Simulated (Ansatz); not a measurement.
An element in the fcc structure gives these cold pressures by all-electron LAPW under PBEsol (Ansatz 0.2.0, scalar-relativistic, no spin polarisation).

```tsv
V (Å³/atom)	P (GPa)
58.50	0.00
55.58	0.45
49.73	1.64
43.88	3.27
38.03	5.66
32.18	9.86
26.33	17.58
23.40	27.7
```

(1) Which element is it?

Answers

(1) Ba. Its zero-pressure volume in this structure is near 58.5 Å³/atom; the volume and the steepness of P(V) together point to it, though neighbours can come close. This is the case that was computed; others weren't tested.
